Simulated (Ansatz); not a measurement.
HfO$_{2}$: a phonon run with k mesh 6×6×6

Computed with Ansatz 0.2.0, DFT PBE, scalar-relativistic, plane waves, PAW.

Launched with:
```bash
ansatz run input.yaml --threads 1 --pin off --max-ram 1228MiB --backend cpu --events-out ev --progress --plain --runs-dir out
```

Input (bare energies are in eV):
```yaml
crystal:
  lattice:
    - [0.0, 2.5485, 2.5485]
    - [2.5485, 0.0, 2.5485]
    - [2.5485, 2.5485, 0.0]
  atoms:
    - { symbol: Hf, position: [0.0, 0.0, 0.0] }
    - { symbol: O, position: [0.25, 0.25, 0.25] }
    - { symbol: O, position: [0.75, 0.75, 0.75] }
basis:
  ecutwfc: 420
kpoints:
  mp_grid: { grid: [6, 6, 6] }
hamiltonian:
  xc: pbe
scf:
  occupations: { method: fixed }
output:
  eigenvalues: true
phonons:
  method: dfpt
  dielectric: true
  rigid_motions: translations
```

From the output:
```
--- Phonons (Γ-DFPT): 2 representative perturbations + reference, on 46 of 216 k-points (Σ response iterations 8) ---
  k mesh reduced under 4 symmetry operations, with k and −k counted as one. Each operation leaves every solved perturbation unchanged. A smaller set is not considered because the run solves the response ...
  ASR residual: 1.477e-4 → 0.000e0 eV/Å²; symmetrization residual: 7.578e-7 eV/Å²
  ASR residual per site (eV/Å²): 2.55e-5 1.48e-4 1.48e-4
  Γ frequencies (cm⁻¹): 0.00 0.00 0.00 216.44 216.44 216.44 563.58 563.58 563.58
  ε∞ (high-frequency dielectric tensor):
        5.302853     0.000000    -0.000000
        0.000000     5.302853     0.000000
       -0.000000     0.000000     5.302853
  ε⁰ (static dielectric tensor: ions relaxed, cell fixed):
       41.214684    -0.000000    -0.000000
       -0.000000    41.214684     0.000000
       -0.000000     0.000000    41.214684
  ε⁰ − ε∞ (ionic part):
       35.911830    -0.000000    -0.000000
       -0.000000    35.911830     0.000000
       -0.000000     0.000000    35.911830
  softest optical mode at Γ: 216.44 cm⁻¹; the repairs (sum rule, projections) moved no ω² at Γ by more than (1.62 cm⁻¹)²
  Born effective charges Z* (e; rows j = field, columns β = displacement):
    site 0:
         5.54172    0.00000   -0.00000
        -0.00000    5.54172    0.00000
        -0.00000   -0.00000    5.54172
    site 1:
        -2.77086   -0.00000    0.00000
         0.00000   -2.77086   -0.00000
         0.00000    0.00000   -2.77086
    site 2:
        -2.77086   -0.00000    0.00000
         0.00000   -2.77086    0.00000
         0.00000    0.00000   -2.77086
  Z* charge neutrality: 1.940e-3 e pre-enforcement
  solved inside a basis spanned on kpoints, on 6×6×6 k-points, its susceptibility summed on 10×10×10: ε∞ is read to err by 1.4e-2, Z* by 2.8e-2 e (field_mesh: kpoints solves on kpoints); Z* is corrected for ...
  optical modes at Γ without the LO–TO term, one row a degenerate level:
      ω (cm⁻¹) modes IR ((D/Å)²/amu)
        216.44      3            78.3366
        563.58      3             0.0000
  optical modes at Γ + LO–TO along q̂ = [1.0000, 0.0000, 0.0000]:
      ω (cm⁻¹) modes IR ((D/Å)²/amu)
        216.44      2            52.2244
        563.58      3             0.0000
        603.41      1            26.1122
  optical modes at Γ + LO–TO along q̂ = [0.0000, 1.0000, 0.0000]:
      ω (cm⁻¹) modes IR ((D/Å)²/amu)
        216.44      2            52.2244
        563.58      3             0.0000
        603.41      1            26.1122
  optical modes at Γ + LO–TO along q̂ = [0.0000, 0.0000, 1.0000]:
      ω (cm⁻¹) modes IR ((D/Å)²/amu)
        216.44      2            52.2244
        563.58      3             0.0000
        603.41      1            26.1122
```

The run took 40 s on 1 thread of Intel(R) Xeon(R) Platinum 8375C CPU @ 2.90GHz (Ice Lake) (shared host), peak memory 0.54 GiB.

Beside the reference run (Plane waves to 420 eV; Γ-centred k mesh 8×8×8; fixed occupations. No spin polarisation. Phonons by linear response, acoustic sum rule imposed.), the optical modes at Γ (cm⁻¹, by rank, those that always equal the one before left out, no LO field; i marks imaginary), ε∞ and the mean Born charge of atom 1:
| setting | mode 1 | mode 4 | ε∞ | Z* of atom 1 |
| --- | --- | --- | --- | --- |
| reference run | 216 | 564 | 5.30 | 5.54 |
| k mesh 6×6×6 | 216 | 564 | 5.30 | 5.54 |

The cell is the ideal cubic fluorite prototype; this isn't the usual structure of the compound. Spin–orbit coupling is left out, which matters for heavy elements.